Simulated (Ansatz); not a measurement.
MgZn$_{2}$O$_{3}$:
```xyz
6
Lattice="2.9717 0.0000 0.0000 -1.4858 2.5736 0.0000 0.0000 0.0000 7.2411" Properties=species:S:1:pos:R:3 pbc="T T T"
Mg     0.0000     0.0000     0.0000
Zn     0.0000     1.7157     4.8399
Zn     1.4858     0.8579     2.4012
O      0.0000     1.7157     1.1712
O      1.4858     0.8579     6.0699
O      0.0000     0.0000     3.6206
```

Relaxed with LDA.

### Question
Give the optical modes at the zone centre with their infrared activity from DFPT, plane-wave PAW LDA (Ansatz code).

### Answer
Transverse frequencies, without the LO–TO term; a row sums one degenerate level.

```
ω (cm⁻¹)  degeneracy  IR ((D/Å)²/amu)     activity  symmetry
--------  ----------  ---------------  -----------  --------
121                2             0.00  IR-inactive        Eg
149                2             2.13           IR        Eu
234                2            22.74           IR        Eu
259                1             0.00  IR-inactive       A1g
287                1            21.74           IR       A2u
311                2             0.00  IR-inactive        Eg
362                2            34.71           IR        Eu
377                1             6.63           IR       A2u
558                1             0.00  IR-inactive       A1g
577                1             1.90           IR       A2u
```

### Question
How high does the top mode go among those that the LO–TO term moves?

### Answer
602 cm⁻¹ for q along x, 602 cm⁻¹ for q along y, 645 cm⁻¹ for q along z.

Space group P-3m1. The workflow started from a Materials Project entry (that database holds measured and hypothetical structures alike); the Crystallography Open Database copy checked does not list it. With Mg and Zn taken as one species the cell has the higher symmetry Fm-3m, so it may be an ordered model of a mixed-site phase. Its standing as an ambient phase is unchecked. The LDA relaxation kept the symmetry of its start; phonons on a q-mesh show no instability.

Potentials: the later of the program's two PAW sets.
